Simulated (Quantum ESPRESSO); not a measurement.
# NbHf3NO7: finding a planted mistake in a log

A calculation, not a measurement. The program is pw.x of Quantum ESPRESSO 7.5 (plane-wave density functional theory). The cell is made up: 12 atoms on a rutile lattice, with randomly drawn elements, strain and displacements, not relaxed. PseudoDojo standard norm-conserving files (v0.5 for PBE, v0.4.1 for LDA and PBEsol) set the functional; there is no spin polarisation, spin-orbit coupling or dispersion term, and the masses in the input are unused placeholders.

The hafnium pseudopotential is less sure than the others, with forces about 3 percent (worst 6) and pressure in oxides about 1.5 GPa (worst 2.7) from a second method in checks, which no rerun with the same files tests.

Intended input:

```
&control calculation='scf', pseudo_dir='./dojo.nc.sr.pbe.v0_5.standard.upf', outdir='./o', disk_io='low', tprnfor=.true., tstress=.true. /
&system ibrav=0, nat=12, ntyp=4, nbnd=54, ecutwfc=84.00895049, nosym=.true., tot_charge=0,
 occupations='smearing', smearing='fd', degauss=0.0018374661
/
&electrons conv_thr=7.350e-09, electron_maxstep=60, /
ATOMIC_SPECIES
Hf 1.0 Hf.upf
N 1.0 N.upf
Nb 1.0 Nb.upf
O 1.0 O.upf
CELL_PARAMETERS angstrom
4.8651 0.0 0.0
0.0 4.8651 0.0
0.0 0.0 6.4336
ATOMIC_POSITIONS angstrom
Nb -0.041 0.0581 0.0027
Hf 2.4179 2.4169 1.5922
Hf 0.0074 -0.0019 3.212
Hf 2.3898 2.4298 4.824
N 1.5348 1.4983 0.0101
O 3.4342 3.3385 -0.0465
O 3.9077 0.9555 1.5826
O 0.9716 3.9111 1.6478
O 1.5002 1.4868 3.2064
O 3.3507 3.3773 3.2453
O 3.9489 0.9462 4.7731
O 0.8722 3.9041 4.8514
K_POINTS automatic
5 5 4 1 1 1
```

The log is shortened where brackets say so; the opening notice, blank lines, dates and the lines on written files are dropped, and the path of the files is cut. It prints rydbergs, bohrs and kilobars, and counts compression as positive stress. Where no state is partly filled, the Fermi energy that it prints is only some level between the filled and the empty states on the mesh, and need not lie in the true gap.

Log of the intended run:

```
     Program PWSCF v.7.5
     Parallel version (MPI & OpenMP), running on       4 processor cores
     Number of MPI processes:                 4
     Threads/MPI process:                     1
     [start-up lines left out]
     bravais-lattice index     =            0
     lattice parameter (alat)  =       9.1937  a.u.
     unit-cell volume          =    1027.6239 (a.u.)^3
     number of atoms/cell      =           12
     number of atomic types    =            4
     number of electrons       =        96.00
     number of Kohn-Sham states=           54
     kinetic-energy cutoff     =      84.0090  Ry
     charge density cutoff     =     336.0358  Ry
     scf convergence threshold =      7.3E-09
     mixing beta               =       0.7000
     number of iterations used =            8  plain     mixing
     Exchange-correlation= PBE
                           (   1   4   3   4   0   0   0)
     [axes and pseudopotential details left out]
   Cartesian axes
     site n.     atom                  positions (alat units)
         1        Nb     tau(   1) = (  -0.0084274   0.0119422   0.0005550  )
         2        Hf     tau(   2) = (   0.4969888   0.4967832   0.3272697  )
         3        Hf     tau(   3) = (   0.0015210  -0.0003905   0.6602125  )
         4        Hf     tau(   4) = (   0.4912129   0.4994347   0.9915521  )
         5        N      tau(   5) = (   0.3154714   0.3079690   0.0020760  )
         6        O      tau(   6) = (   0.7058848   0.6862141  -0.0095579  )
         7        O      tau(   7) = (   0.8032106   0.1963988   0.3252965  )
         8        O      tau(   8) = (   0.1997081   0.8039095   0.3386981  )
         9        O      tau(   9) = (   0.3083595   0.3056052   0.6590615  )
        10        O      tau(  10) = (   0.6887217   0.6941892   0.6670572  )
        11        O      tau(  11) = (   0.8116791   0.1944873   0.9810898  )
        12        O      tau(  12) = (   0.1792769   0.8024707   0.9971840  )
     number of k points=    50  Fermi-Dirac smearing, width (Ry)=  0.0018
                       cart. coord. in units 2pi/alat
        k(    1) = (   0.1000000   0.1000000   0.0945252), wk =   0.0400000
        k(    2) = (   0.1000000   0.1000000   0.2835757), wk =   0.0400000
     [further k points left out]
     Dense  grid:   106831 G-vectors     FFT dimensions: (  54,  54,  72)
     Estimated max dynamical RAM per process >     325.06 MB
     Estimated total dynamical RAM >       1.19 GB
     Initial potential from superposition of free atoms
     starting charge      95.9921, renormalised to      96.0000
     Starting wfcs are   72 randomized atomic wfcs
     total cpu time spent up to now is        4.6 secs
     per-process dynamical memory:   253.2 Mb
     Self-consistent Calculation
     iteration #  1     ecut=    84.01 Ry     beta= 0.70
     Davidson diagonalization with overlap
     ethr =  1.00E-02,  avg # of iterations =  2.0
     total cpu time spent up to now is       11.6 secs
     total energy              =    -713.69796996 Ry
     estimated scf accuracy    <       5.98613411 Ry
     iteration #  2     ecut=    84.01 Ry     beta= 0.70
     Davidson diagonalization with overlap
     ethr =  6.24E-03,  avg # of iterations =  6.4
     total cpu time spent up to now is       22.6 secs
     total energy              =    -711.18024424 Ry
     estimated scf accuracy    <      30.82905770 Ry
     [iterations 3 to 14 left out]
     iteration # 15     ecut=    84.01 Ry     beta= 0.70
     Davidson diagonalization with overlap
     ethr =  2.63E-10,  avg # of iterations =  3.9
     total cpu time spent up to now is      137.1 secs
     total energy              =    -716.77829574 Ry
     estimated scf accuracy    <       0.00000003 Ry
     iteration # 16     ecut=    84.01 Ry     beta= 0.70
     Davidson diagonalization with overlap
     ethr =  3.49E-11,  avg # of iterations =  4.1
     total cpu time spent up to now is      146.4 secs
     End of self-consistent calculation
     [lines on levels left out]
     the Fermi energy is    10.8696 ev
!    total energy              =    -716.77829575 Ry
     estimated scf accuracy    <          3.5E-09 Ry
     smearing contrib. (-TS)   =      -0.00000000 Ry
     internal energy E=F+TS    =    -716.77829575 Ry
     The total energy is F=E-TS. E is the sum of the following terms:
     one-electron contribution =    -177.82255698 Ry
     hartree contribution      =     137.69482269 Ry
     xc contribution           =    -176.45556440 Ry
     ewald contribution        =    -500.19499705 Ry
     convergence has been achieved in  16 iterations
     Forces acting on atoms (cartesian axes, Ry/au):
     atom    1 type  3   force =     0.07471802    0.05632948   -0.01947986
     atom    2 type  1   force =    -0.00353530    0.01912273   -0.00354748
     atom    3 type  1   force =     0.00038796   -0.02103197    0.00360392
     atom    4 type  1   force =    -0.00054970    0.00307329    0.00813794
     atom    5 type  2   force =    -0.11331392   -0.10767410   -0.00624509
     atom    6 type  4   force =     0.03131584    0.05173812    0.01824579
     atom    7 type  4   force =     0.03484989   -0.04226124   -0.02036642
     atom    8 type  4   force =    -0.03793255    0.02820141   -0.04359297
     atom    9 type  4   force =    -0.01530340   -0.01821467   -0.00042077
     atom   10 type  4   force =     0.02886367    0.02712995   -0.01365249
     atom   11 type  4   force =     0.00275291   -0.01159538    0.05546844
     atom   12 type  4   force =    -0.00225341    0.01518238    0.02184898
     Total force =     0.228744     Total SCF correction =     0.000142
     Computing stress (Cartesian axis) and pressure
          total   stress  (Ry/bohr**3)                   (kbar)     P=      -16.83
  -0.00017501  -0.00022900  -0.00004193          -25.74      -33.69       -6.17
  -0.00022900  -0.00016009   0.00005813          -33.69      -23.55        8.55
  -0.00004193   0.00005813  -0.00000820           -6.17        8.55       -1.21
     init_run     :      4.37s CPU      4.52s WALL (       1 calls)
     electrons    :    141.55s CPU    141.86s WALL (       1 calls)
     forces       :      1.85s CPU      1.87s WALL (       1 calls)
     stress       :      6.40s CPU      6.55s WALL (       1 calls)
     [timing details left out]
     PWSCF        :   2m34.29s CPU   2m34.94s WALL
     JOB DONE.
```

A second run was made from an input with one planted mistake. Its log:

```
     Program PWSCF v.7.5
     Parallel version (MPI & OpenMP), running on       4 processor cores
     Number of MPI processes:                 4
     Threads/MPI process:                     1
     [start-up lines left out]
     bravais-lattice index     =            0
     lattice parameter (alat)  =       9.1937  a.u.
     unit-cell volume          =    1027.6239 (a.u.)^3
     number of atoms/cell      =           12
     number of atomic types    =            4
     number of electrons       =        96.00
     number of Kohn-Sham states=           54
     kinetic-energy cutoff     =      84.0090  Ry
     charge density cutoff     =     336.0358  Ry
     scf convergence threshold =      7.3E-09
     mixing beta               =       0.7000
     number of iterations used =            8  plain     mixing
     Exchange-correlation= PBE
                           (   1   4   3   4   0   0   0)
     [axes and pseudopotential details left out]
   Cartesian axes
     site n.     atom                  positions (alat units)
         1        Nb     tau(   1) = (  -0.0084274   0.0119422   0.0005550  )
         2        Hf     tau(   2) = (   0.4969888   0.4967832   0.3272697  )
         3        Hf     tau(   3) = (   0.0015210  -0.0003905   0.6602125  )
         4        Hf     tau(   4) = (   0.4912129   0.4994347   0.9915521  )
         5        O      tau(   5) = (   0.3154714   0.3079690   0.0020760  )
         6        O      tau(   6) = (   0.7058848   0.6862141  -0.0095579  )
         7        O      tau(   7) = (   0.8032106   0.1963988   0.3252965  )
         8        O      tau(   8) = (   0.1997081   0.8039095   0.3386981  )
         9        O      tau(   9) = (   0.3083595   0.3056052   0.6590615  )
        10        O      tau(  10) = (   0.6887217   0.6941892   0.6670572  )
        11        N      tau(  11) = (   0.8116791   0.1944873   0.9810898  )
        12        O      tau(  12) = (   0.1792769   0.8024707   0.9971840  )
     number of k points=    50  Fermi-Dirac smearing, width (Ry)=  0.0018
                       cart. coord. in units 2pi/alat
        k(    1) = (   0.1000000   0.1000000   0.0945252), wk =   0.0400000
        k(    2) = (   0.1000000   0.1000000   0.2835757), wk =   0.0400000
     [further k points left out]
     Dense  grid:   106831 G-vectors     FFT dimensions: (  54,  54,  72)
     Estimated max dynamical RAM per process >     325.06 MB
     Estimated total dynamical RAM >       1.19 GB
     Initial potential from superposition of free atoms
     starting charge      95.9921, renormalised to      96.0000
     Starting wfcs are   72 randomized atomic wfcs
     total cpu time spent up to now is        4.1 secs
     per-process dynamical memory:   253.1 Mb
     Self-consistent Calculation
     iteration #  1     ecut=    84.01 Ry     beta= 0.70
     Davidson diagonalization with overlap
     ethr =  1.00E-02,  avg # of iterations =  2.0
     total cpu time spent up to now is       10.2 secs
     total energy              =    -713.65245194 Ry
     estimated scf accuracy    <       6.02486293 Ry
     iteration #  2     ecut=    84.01 Ry     beta= 0.70
     Davidson diagonalization with overlap
     ethr =  6.28E-03,  avg # of iterations =  6.0
     total cpu time spent up to now is       19.7 secs
     total energy              =    -710.60209761 Ry
     estimated scf accuracy    <      35.37367562 Ry
     [iterations 3 to 15 left out]
     iteration # 16     ecut=    84.01 Ry     beta= 0.70
     Davidson diagonalization with overlap
     ethr =  2.82E-11,  avg # of iterations =  4.0
     total cpu time spent up to now is      126.5 secs
     total energy              =    -716.78856945 Ry
     estimated scf accuracy    <       0.00000002 Ry
     iteration # 17     ecut=    84.01 Ry     beta= 0.70
     Davidson diagonalization with overlap
     ethr =  1.63E-11,  avg # of iterations =  2.0
     total cpu time spent up to now is      132.6 secs
     End of self-consistent calculation
     [lines on levels left out]
     the Fermi energy is    10.7724 ev
!    total energy              =    -716.78856945 Ry
     estimated scf accuracy    <          4.0E-09 Ry
     smearing contrib. (-TS)   =      -0.00000000 Ry
     internal energy E=F+TS    =    -716.78856945 Ry
     The total energy is F=E-TS. E is the sum of the following terms:
     one-electron contribution =    -178.11020734 Ry
     hartree contribution      =     137.89310992 Ry
     xc contribution           =    -176.46522673 Ry
     ewald contribution        =    -500.10624530 Ry
     convergence has been achieved in  17 iterations
     Forces acting on atoms (cartesian axes, Ry/au):
     atom    1 type  3   force =    -0.05693234    0.02330338   -0.14321116
     atom    2 type  1   force =     0.00856821    0.03545148    0.04033033
     atom    3 type  1   force =    -0.01214413   -0.01186562    0.04809644
     atom    4 type  1   force =     0.03247212   -0.00148734   -0.03519066
     atom    5 type  4   force =    -0.05458918   -0.05033584    0.01559074
     atom    6 type  4   force =     0.01941586    0.04445878    0.03771738
     atom    7 type  4   force =     0.02977818   -0.02874355   -0.03517701
     atom    8 type  4   force =    -0.00592854    0.00622169   -0.05552369
     atom    9 type  4   force =    -0.00706745   -0.00705849   -0.01806766
     atom   10 type  4   force =     0.00540433    0.00770307   -0.02694661
     atom   11 type  2   force =     0.02305572   -0.02262357    0.13300406
     atom   12 type  4   force =     0.01796723    0.00497601    0.03937784
     Total force =     0.263931     Total SCF correction =     0.000097
     Computing stress (Cartesian axis) and pressure
          total   stress  (Ry/bohr**3)                   (kbar)     P=      -15.38
  -0.00004603  -0.00014606  -0.00012944           -6.77      -21.49      -19.04
  -0.00014606  -0.00004908   0.00014030          -21.49       -7.22       20.64
  -0.00012944   0.00014030  -0.00021850          -19.04       20.64      -32.14
     init_run     :      3.89s CPU      4.02s WALL (       1 calls)
     electrons    :    128.28s CPU    128.56s WALL (       1 calls)
     forces       :      1.56s CPU      1.57s WALL (       1 calls)
     stress       :      5.26s CPU      5.37s WALL (       1 calls)
     [timing details left out]
     PWSCF        :   2m19.06s CPU   2m19.65s WALL
     JOB DONE.
```

Question: what was wrong in the second input?

Answer: two atoms have their elements exchanged. The input lines that differ, file-writing options aside:

```
- N 1.5348 1.4983 0.0101
+ O 1.5348 1.4983 0.0101
- O 3.9489 0.9462 4.7731
+ N 3.9489 0.9462 4.7731
```

```
                                            intended run  run with the mistake
                          free energy (eV)     -9752.266             -9752.405
                    smearing term -TS (eV)        0.0000                0.0000
                            pressure (GPa)         -1.68                 -1.54
            largest force component (eV/Å)         2.913                 3.682
largest change of a force component (eV/Å)                               3.385
                                iterations            16                    17
```

For scale, a rerun of the intended cell at a cutoff of 1467 eV and k mesh 7 x 7 x 6 moved values by no more than 0.004 eV in energy, 0.04 GPa in stress and 0.003 eV/Å in force.